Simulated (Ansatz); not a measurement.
Consider the following.

Se (trigonal-Se type, space group P3_121)

```xyz
3
Lattice="4.5294 0.0000 0.0000 -2.2647 3.9226 0.0000 0.0000 0.0000 5.0424" Properties=species:S:1:pos:R:3 pbc="T T T"
Se     0.9893     0.0000     4.2020
Se    -0.4946     0.8567     0.8404
Se     1.7701     3.0659     2.5212
```

Scan: atom 2 (Se, nearest neighbour Se at 2.400 Å; its periodic images, 4.5 Å or more away, move with it) is displaced along Cartesian [110], direction (0.707, 0.707, 0.000) in Cartesian axes, by s. The other atoms stay.

All values below come from PBE (plane waves to 420 eV, PAW, scalar-relativistic; Ansatz, a quantum-chemistry and plane-wave program). k mesh 7×7×5 (Γ-centred), Fermi-Dirac smearing 0.05 eV. E stands for the smeared free energy. As the smearing reaches across the gap at some points, energies and forces of such displacements shift with the k mesh and the smearing. Se was relaxed with its symmetry unable to fall. The PAW data are Ansatz's earlier set. ΔE is measured from the undisplaced structure.

The scan covers s from -0.480 to 0.480 Å in 11 points.

Is this a single well or a double well?

A single well with its minimum at or next to zero displacement.

Is the energy the same for displacements of ±0.480 Å, and if not, which side lies higher?

Not even: the negative side lies higher at ±0.480 Å. With its periodic images moving along, the atom's site symmetry in this cell is 2.

What is the force constant k = d²E/ds² of this move at s = 0?

3.18 eV/Å².

(For displaced atoms, the force is minus the slope of the energy, and its curvature is a force constant, which sets phonon frequencies.)
